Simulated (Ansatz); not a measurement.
# Does relaxation matter for the field gradients of WS2 with phosphorus replacing S?

Start: a supercell of WS2 (space group P6_3/mmc) built from a structure deposited in the COD (the entry's cell lengths or inner coordinates differ somewhat from later room-temperature determinations), with all atoms left at the host's positions.

```
W P S
1.0
     9.54000    0.00000    0.00000
    -4.77000    8.26188    0.00000
     0.00000    0.00000   12.50000
W P S
18 1 35
Direct
  0.11111 0.22222 0.25000
  0.11111 0.55556 0.25000
  0.11111 0.88889 0.25000
  0.44444 0.22222 0.25000
  0.44444 0.55556 0.25000
  0.44444 0.88889 0.25000
  0.77778 0.22222 0.25000
  0.77778 0.55556 0.25000
  0.77778 0.88889 0.25000
  0.22222 0.11111 0.75000
  0.22222 0.44444 0.75000
  0.22222 0.77778 0.75000
  0.55556 0.11111 0.75000
  0.55556 0.44444 0.75000
  0.55556 0.77778 0.75000
  0.88889 0.11111 0.75000
  0.88889 0.44444 0.75000
  0.88889 0.77778 0.75000
  0.11111 0.22222 0.62500
  0.11111 0.55556 0.62500
  0.11111 0.88889 0.62500
  0.44444 0.22222 0.62500
  0.44444 0.55556 0.62500
  0.44444 0.88889 0.62500
  0.77778 0.22222 0.62500
  0.77778 0.55556 0.62500
  0.77778 0.88889 0.62500
  0.22222 0.11111 0.12500
  0.22222 0.44444 0.12500
  0.22222 0.77778 0.12500
  0.55556 0.11111 0.12500
  0.55556 0.44444 0.12500
  0.55556 0.77778 0.12500
  0.88889 0.11111 0.12500
  0.88889 0.44444 0.12500
  0.88889 0.77778 0.12500
  0.11111 0.22222 0.87500
  0.11111 0.55556 0.87500
  0.11111 0.88889 0.87500
  0.44444 0.22222 0.87500
  0.44444 0.55556 0.87500
  0.44444 0.88889 0.87500
  0.77778 0.22222 0.87500
  0.77778 0.55556 0.87500
  0.77778 0.88889 0.87500
  0.22222 0.11111 0.37500
  0.22222 0.44444 0.37500
  0.22222 0.77778 0.37500
  0.55556 0.11111 0.37500
  0.55556 0.44444 0.37500
  0.55556 0.77778 0.37500
  0.88889 0.11111 0.37500
  0.88889 0.44444 0.37500
  0.88889 0.77778 0.37500
```

Atoms are numbered from 1 in the order listed; like atoms form one site, named after its first atom.

Level of theory: DFT, PBE, plane waves and PAW, scalar-relativistic, 420 eV cutoff, Γ-centred 3×3×2 k-points, Fermi–Dirac smearing 0.01 eV, cell charge -1 (Ansatz 0.2.0).

The largest force at the start is 1.1 eV/Å. Relaxing the ions at fixed cell moves them by 0.077 Å at most (atom 19, P) and 0.013 Å rms.

```json
{"site": "W1", "atom": "1", "moved (Å)": "0.006", "first shell before": "6 S at 2.41 Å", "first shell after": "6 S at 2.42 Å", "V_zz before (10²¹ V/m²)": "-18.36", "η before": "0.00"}
{"site": "W2", "atom": "2", "moved (Å)": "0.003", "first shell before": "6 S at 2.41 Å", "first shell after": "6 S at 2.42 Å", "V_zz before (10²¹ V/m²)": "-18.01", "η before": "0.01"}
{"site": "W6", "atom": "6", "moved (Å)": "0.002", "first shell before": "6 S at 2.41 Å", "first shell after": "6 S at 2.42 Å", "V_zz before (10²¹ V/m²)": "-18.02", "η before": "0.00"}
{"site": "W10", "atom": "10", "moved (Å)": "0.011", "first shell before": "5 S at 2.41 Å, 1 P at 2.41 Å", "first shell after": "5 S at 2.41–2.42 Å, 1 P at 2.45 Å", "V_zz before (10²¹ V/m²)": "-21.9", "η before": "0.00"}
{"site": "W12", "atom": "12", "moved (Å)": "0.004", "first shell before": "6 S at 2.41 Å", "first shell after": "6 S at 2.41–2.42 Å", "V_zz before (10²¹ V/m²)": "-17.15", "η before": "0.19"}
{"site": "W14", "atom": "14", "moved (Å)": "0.005", "first shell before": "6 S at 2.41 Å", "first shell after": "6 S at 2.41–2.42 Å", "V_zz before (10²¹ V/m²)": "-16.93", "η before": "0.12"}
{"site": "P", "atom": "19", "moved (Å)": "0.077", "first shell before": "3 W at 2.41 Å", "first shell after": "3 W at 2.45 Å", "V_zz before (10²¹ V/m²)": "-5.88", "η before": "0.00"}
{"site": "S20", "atom": "20", "moved (Å)": "0.009", "first shell before": "3 W at 2.41 Å", "first shell after": "3 W at 2.41–2.42 Å", "V_zz before (10²¹ V/m²)": "-4.64", "η before": "0.13"}
{"site": "S37", "atom": "37", "moved (Å)": "0.009", "first shell before": "3 W at 2.41 Å", "first shell after": "3 W at 2.41 Å", "V_zz before (10²¹ V/m²)": "-4.85", "η before": "0.00"}
{"site": "S42", "atom": "42", "moved (Å)": "0.005", "first shell before": "3 W at 2.41 Å", "first shell after": "3 W at 2.41 Å", "V_zz before (10²¹ V/m²)": "-4.49", "η before": "0.00"}
```

Q: How do the gradients change?

A: 

| site | atom | V_zz after | η after | change of V_zz |
| --- | --- | --- | --- | --- |
| W1 | 1 | -17.92 | 0.00 | +0.44 |
| W2 | 2 | -17.56 | 0.00 | +0.45 |
| W6 | 6 | -17.61 | 0.00 | +0.41 |
| W10 | 10 | -20.1 | 0.01 | +1.80 |
| W12 | 12 | -16.98 | 0.14 | +0.17 |
| W14 | 14 | -16.63 | 0.12 | +0.30 |
| P | 19 | -5.42 | 0.00 | +0.46 |
| S20 | 20 | -4.57 | 0.15 | +0.07 |
| S37 | 37 | -4.42 | 0.00 | +0.43 |
| S42 | 42 | -4.52 | 0.00 | -0.03 |

The largest change of V_zz is on W10, from -21.9 to -20.1. In per cent, |V_zz| changes by -8 to -1 on W, -8 on P, -9 to +1 on S (all sites that start above 0.5). The table leaves out 11 of the 21 sites, with |V_zz| up to 18.09; their tensors move by 0.34 at most along any direction. The statements above cover all sites.

The defect repeats with the cell of 54 atoms, so it feels its images: sites between two images don't show the values beside a lone defect, and zeros or small values of η there can come from the images' arrangement. S and W carry a gradient in the pure host already, so the values there aren't the defect's effect alone. A uniform background compensates the cell's charge. Without spin–orbit coupling the gradients at and beside W can be off by some per cent, at some sites by more.
Before: The neighbours have not yet relaxed around the defect (largest force 1.1 eV/Å), so a real crystal will differ.
After: The relaxation keeps the site symmetry 3m of the start, so the impurity can move only along its axis; a start off the site could end lower.
